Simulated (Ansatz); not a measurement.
# Compressing KBr: a fit and a missing row

KBr, Fm-3m, a = 6.604 Å. Ansatz: r2SCAN, PAW, 500 eV, Γ-centred 6×6×6 mesh on 2 atoms, Gaussian smearing 0.02 eV; no spin polarisation. Symmetry fixes shape and atoms, so the cell is only scaled; pressure is positive in compression.

```tsv
V (Å³/atom)	P (GPa)
31.689	2.85
32.769	1.95
33.849	1.19
34.929	?
36.010	0.03
37.090	-0.41
38.170	-0.78
39.611	-1.18
```

Question: Take V0 = 36.010 Å³/atom, count pressures from its P0 = 0.03 GPa, fit the third-order Birch–Murnaghan form to the other rows, and predict the missing pressure.

Answer: With the Eulerian strain f = ½[(V0/V)^(2/3) − 1] and y = (P − P0)/[3f(1 + 2f)^(5/2)], the form is the line y = B0 + 1.5 B0 (B0′ − 4) f. Rows (f, y): 0.04448, 17.08; 0.03245, 16.85; 0.02106, 16.56; -0.00975, 15.80; -0.01905, 15.62; -0.03078, 15.36. Means f = 0.006402, y = 16.212; Σ(Δf)² = 0.004634, ΣΔfΔy = 0.1082; the slope is their ratio. y = 16.06 + 23.34 f GPa, so B0 = 16.1 GPa and B0′ = 4 + 2 × (23.34)/(3 × 16.06) = 4.97. At V = 34.929, f = 0.01026, y = 16.299 and P = 0.56 GPa. The run gave 0.56 GPa, the same to the digits shown.

Cost: 8 runs of about 0.57 core-minutes in all, on Arm Neoverse V1 (shared hosts).